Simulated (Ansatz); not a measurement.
Here is the system:

Co2C:
```cif
data_CCo2
_chemical_formula_sum 'C1 Co2'
_space_group_name_H-M_alt 'P-3m1'
_space_group_IT_number 164
_space_group_name_Hall '-P 3 2"'
_cell_length_a 2.74207
_cell_length_b 2.74207
_cell_length_c 4.12763
_cell_angle_alpha 90.000
_cell_angle_beta 90.000
_cell_angle_gamma 120.000
loop_
_atom_site_label
_atom_site_type_symbol
_atom_site_symmetry_multiplicity
_atom_site_Wyckoff_symbol
_atom_site_fract_x
_atom_site_fract_y
_atom_site_fract_z
_atom_site_occupancy
C1 C 1 a 0.00000 0.00000 0.00000 1
Co1 Co 2 d 0.33333 0.66667 0.24329 1
```

This is the PBEsol-relaxed structure.

**Question.** All from DFT-PBEsol in the program Ansatz with PAW potentials, unless another level is named. Estimate the highest zone-centre frequency.

**Answer.** 589 cm⁻¹.

**Question.** Predict the bulk modulus (Birch–Murnaghan fit).

**Answer.** 210 GPa.

A made-up cell: these elements were put on the sites of a structure type; neither database checked (COD, Materials Project) lists it. COD files the formula under space group No. 58. Its standing as an ambient phase is unchecked. The cell was relaxed with PBEsol under the symmetry of its start; whether a distortion lowers the energy is not shown. The workflow began spin-polarised and lost its moments. As this level gives no gap, phonon frequencies hold no LO–TO term and depend on the k-mesh and smearing (Fermi–Dirac, 0.1 eV here).

Potentials: the earlier of the program's two PAW sets. The files were generated under PBE; for other functionals the program regenerates the frozen cores, and for LDA and PBEsol the local potential too.
